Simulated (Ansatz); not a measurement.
One starting cell of K (a generated trial cell of K in the bcc structure type) was relaxed twice with Ansatz (plane waves, PAW, scalar-relativistic): with r2SCAN at 500 eV and with PBE at 420 eV. The r2SCAN result:

```
CELL_PARAMETERS angstrom
     -2.67212     2.67212     2.67212
      2.67212    -2.67212     2.67212
      2.67212     2.67212    -2.67212
ATOMIC_POSITIONS crystal
  K  0.00000 0.00000 0.00000
```

```
quantity                                           r2SCAN    PBE
-------------------------------------------------  ------  -----
space group                                         Im-3m  Im-3m
volume (Å³/atom)                                    76.32    [?]
a (Å)                                               5.344    [?]
gap (eV, no spin-orbit coupling)                     0.00    [?]
pressure at 115 % of the level's own volume (GPa)    -0.4    [?]
pressure at 150 % of the level's own volume (GPa)    -0.7    [?]
```

Q: What does PBE give for the same quantities?

A: 
- volume (Å³/atom), PBE: 73.58
- a (Å), PBE: 5.279
- gap (eV, no spin-orbit coupling), PBE: 0.00
- pressure at 115 % of the level's own volume (GPa), PBE: -0.4
- pressure at 150 % of the level's own volume (GPa), PBE: -0.7

Both levels end in the same structure; PBE's volume is 3.6 % smaller. Neither column is exact.

No spin polarisation in the result.

The run could not lose the symmetry of its start.

Ansatz is a first-principles code.
